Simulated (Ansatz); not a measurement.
All-electron LAPW in Ansatz 0.2.0 under PBE, scalar-relativistic, energies extrapolated to zero smearing. Slabs are 1×1 cells cut from bulk crystals relaxed on PAW files, with atoms then relaxed, 16 to 20 Å of vacuum, a dipole correction, k spacings of 0.16 to 0.26 Å⁻¹ and smearing of 0.02 to 0.1 eV, without spin–orbit coupling or spin polarisation. The bulk type named needn't be the stable one, and no reconstruction is allowed.

```
                  slab  area (Å²)  γ (J/m²)  Φ (eV)  Δd12 (%)
fcc Pd (111), 5 layers       6.74      1.35    5.22       0.1
 fcc Pd (110), 1 layer      11.01      1.81    5.25         –
 fcc Pd (100), 1 layer       7.78      1.69    5.67         –
fcc Pd (100), 5 layers       7.78         ?    5.11         ?
```

**Question.** Fill in "γ (J/m²)" for the row "fcc Pd (100), 5 layers".

**Answer.** 1.54.

**Question.** What belongs in the row "fcc Pd (100), 5 layers", column "Δd12 (%)"?

**Answer.** -1.6.
